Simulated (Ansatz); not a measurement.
**Data sheet: YTiSi (DFT)**

YTiSi:
```xyz
6
Lattice="4.0168 0.0000 0.0000 0.0000 4.0168 0.0000 0.0000 0.0000 7.6970" Properties=species:S:1:pos:R:3 pbc="T T T"
Y      0.0000     2.0084     2.6891
Y      2.0084     0.0000     5.0079
Ti     0.0000     0.0000     0.0000
Ti     2.0084     2.0084     0.0000
Si     0.0000     2.0084     5.8982
Si     2.0084     0.0000     1.7988
```
The run is spin-polarised; directions of the spins, atom by atom: ↑ ↑ ↑ ↑ 0 0.

Space group P4/nmm (No. 129); conventional cell a = 4.0168 Å, b = 4.0168 Å, c = 7.6970 Å, α = 90.00°, β = 90.00°, γ = 90.00°.

Method: the program Ansatz at the r²SCAN level (PAW). Structure relaxed to zero pressure with the same functional. Other levels are named where they apply.

Cell and energy:

Volume per atom: 20.70 Å³
Density: 4.41 g/cm³
Formation energy from the elements (no fitted shifts): -0.75 eV/atom

Electronic structure:

Electronic character: metallic (no gap)
Density of states at the Fermi level: 0.56 states/eV per atom (mean over ±0.08 eV)

Magnetism:

- Magnetic order: ferromagnetic
- Net moment: 0.45 μB per atom

The first step of the workflow began from a Materials Project structure, measured or hypothetical; the Crystallography Open Database copy checked does not list it. Whether it is the stable phase at ambient conditions was not checked. Symmetry was held in the r²SCAN relaxation; its stability against distortions is not shown here. Magnetic state: ferromagnetic, chosen from 2 collinear starts compared on coarse meshes (ties went to the first, and starts can fall back to one state), not a proven ground state. Other orbital occupations within this spin state were not tried. Point labels and valley counts follow the cell and symmetry of the run, lower than the named group. The references are the lowest solids computed at this level, not always the standard phases. Spin–orbit coupling is left out wherever it is not named.

Potentials: the later of the program's two PAW sets.
